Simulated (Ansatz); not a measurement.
NbN (rock salt, space group No. 225) under volume change, the program Ansatz at the PBE level (PAW), scaled uniformly.

```tsv
V (Å³/atom)	E − E(relaxed) (meV/atom)	P (GPa)
9.833	99.3	35.61
10.157	41.6	21.75
10.481	(withheld)	(withheld)
10.805	0.0	-0.01
11.129	(withheld)	(withheld)
11.453	33.6	-15.73
11.777	71.8	-21.87
```

**Question.** What belongs in the gaps?

**Answer.** 
- 11.129, E − E(relaxed) (meV/atom): 8.8
- 11.129, P (GPa): -8.51
- 10.481, E − E(relaxed) (meV/atom): 9.8
- 10.481, P (GPa): 9.99

**Question.** What does a third-order Birch–Murnaghan fit give for V₀, B₀ and B′?

**Answer.** V₀ = 10.80 Å³/atom, B₀ = 307 GPa, B′ = 4.4.

Space group Fm-3m (rock salt). The PBE relaxation kept the symmetry of its start. At this level the phase is dynamically unstable (imaginary phonons). The run is not spin-polarised. Scalar-relativistic: spin–orbit coupling is off unless named, which matters more the heavier the elements.

Potentials: the later of the program's two PAW sets.
